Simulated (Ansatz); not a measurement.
# Mo (Im-3m): from strained cells to moduli

```xyz
1
Lattice="-1.5647 1.5647 1.5647 1.5647 -1.5647 1.5647 1.5647 1.5647 -1.5647" Properties=species:S:1:pos:R:3 pbc="T T T"
Mo    0.0000    0.0000    0.0000
```

Level of theory, where no other is named: PBEsol, all-electron LAPW in Ansatz 0.2.0, scalar-relativistic. k mesh 22×22×22, Fermi-Dirac smearing of 0.050 eV, basis error target 1 meV/atom. The cell was relaxed by PAW under this functional.

The cell is cubic and carries a residual pressure of 0.01 GPa at this level. Each strain component that symmetry leaves independent is applied at ±0.003, the ions relax wherever a strain frees them, and the stress (tension positive, GPa) is read. Shears are engineering strains, γ = 2ε.

| strain | size | σxx | σyy | σzz | σyz | σxz | σxy |
| --- | --- | --- | --- | --- | --- | --- | --- |
| xx | -0.003 | -1.4871 | -0.5373 | -0.5373 | 0.0000 | 0.0000 | 0.0000 |
| xx | +0.003 | 1.4354 | 0.5058 | 0.5058 | 0.0000 | 0.0000 | 0.0000 |
| yz | -0.003 | -0.0143 | -0.0130 | -0.0130 | -0.3056 | 0.0000 | 0.0000 |
| yz | +0.003 | -0.0143 | -0.0130 | -0.0130 | 0.3056 | 0.0000 | 0.0000 |

A central difference gives one constant, for example C11 ≈ (1.4354 − (-1.4871))/(0.006) = 487.1 GPa; the program then imposes the crystal's symmetry on the whole matrix.

Task: What are the independent elastic constants?

Result: C11 = 487.1, C12 = 173.9, C44 = 101.9 GPa.

Task: Do they meet the Born conditions?

Result: C11 − C12 = 313.2, C11 + 2C12 = 834.8 and C44 = 101.9 GPa must all be positive, so the crystal is elastically stable; that says nothing yet of its phonons.

Task: What moduli does a random aggregate of grains have?

Result: B = (C11 + 2C12)/3 = 278.3 GPa. G_V = (C11 − C12 + 3C44)/5 = 123.8 and G_R = 5(C11 − C12)C44/(4C44 + 3(C11 − C12)) = 118.4, so G_H = 121.1 GPa. Then E = 9BG/(3B + G) = 317.3 GPa, ν = (3B − 2G)/(6B + 2G) = 0.310 and B/G = 2.30, on the ductile side of Pugh's 1.75 (a rule of thumb).

Task: With the density of 10.397 g/cm³, how fast does sound travel, and what Debye temperature follows?

Result: 

```
direction  slow (m/s)  middle (m/s)  fast (m/s)
    [100]        3130          3130        6845
    [110]        3130          3881        6448
    [111]        3648          3648        6311
```

The mean of v⁻³ over directions and branches gives v_m = 3803 m/s and θ_D = (ħ/k_B) v_m (6π²n)^(1/3) = 456 K, n being atoms per volume. Young's modulus spans 272 to 396 GPa over directions, and the universal anisotropy index is 0.23.

Task: How far do the constants move if PAW replaces LAPW in the same cell?

Result: 

| constant | LAPW (GPa) | PAW (GPa) | difference |
| --- | --- | --- | --- |
| C11 | 487.1 | 486.9 | -0.2 |
| C12 | 173.9 | 174.0 | 0.1 |
| C44 | 101.9 | 101.9 | 0.0 |

Task: How far do the constants move if all-electron PAW (datasets made for the crystal) replaces LAPW in the same cell?

Result: 

| constant | LAPW (GPa) | all-electron PAW (datasets made for the crystal) (GPa) | difference |
| --- | --- | --- | --- |
| C11 | 487.1 | 487.0 | -0.1 |
| C12 | 173.9 | 173.9 | 0.0 |
| C44 | 101.9 | 101.8 | -0.1 |

Task: What happens at 10 GPa (cell relaxed there)?

Result: The volume falls to 0.9671 of its value, and C11 = 544.7, C12 = 206.1, C44 = 116.8 GPa (slopes of the stress), in this structure whether or not another phase takes over.

Keep in mind: responses of metals move with mesh and smearing; the frozen-core PAW files of the compared runs were fitted under PBE, their cores solved anew for this functional.
